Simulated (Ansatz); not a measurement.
One crystal and one scan (energy over volume and axial ratio) at two levels, PBE (plane waves to 420 eV, PAW, scalar-relativistic; Ansatz, a first-principles code) and PBEsol (plane waves to 420 eV, PAW, scalar-relativistic; Ansatz), each from its own relaxed cell and on its own mesh. The cell shown is that of PBE.

Ni (fcc, Cu type)

```xyz
1
Lattice="0.0000 1.7594 1.7594 1.7594 0.0000 1.7594 1.7594 1.7594 0.0000" Properties=species:S:1:pos:R:3 pbc="T T T"
Ni     0.0000     0.0000     0.0000
```

The relaxed cell is deformed in two ways at once: its volume V is scaled, and at that volume it is stretched along z (the c axis of the conventional cell) so that c/a changes. Fractional atomic positions are held.

Energies are smeared free energies. Ni was relaxed with its symmetry unable to fall. Relaxed Ni ends ferromagnetic. The PAW data are Ansatz's earlier set. Other magnetic orders were not checked, so this need not be the ground state. (PBE) Relaxed Ni ends ferromagnetic. (PBEsol) Relaxed Ni ends ferromagnetic. With partly filled bands, the response to shear is sensitive to the k mesh, so small differences along c/a are uncertain. Percentages come from the unrounded values. Both scans cover V/V₀ from 0.960 to 1.040 and (c/a)/(c/a)₀ from 0.960 to 1.040.

| quantity | PBE | PBEsol | PBE − PBEsol |
|---|---|---|---|
| Lattice constant a (Å) | 3.519 | 3.463 | +0.056 (+1.6 %) |
| Magnetic moment of the relaxed cell (μB/cell) | 0.63 | 0.61 | +0.02 (+2 %) |
| Shear modulus C′ = (C11 − C12)/2 (fit, atoms clamped) (GPa) | 62 | 70 | -8 (-12 %) |

PBE gives the higher value for: lattice constant a. PBE gives the lower value for: shear modulus C′. Neither level is exact: the differences show how much the result hangs on the functional.

(Under strain, the slope of the energy per volume gives the stress and its curvature an elastic modulus.)
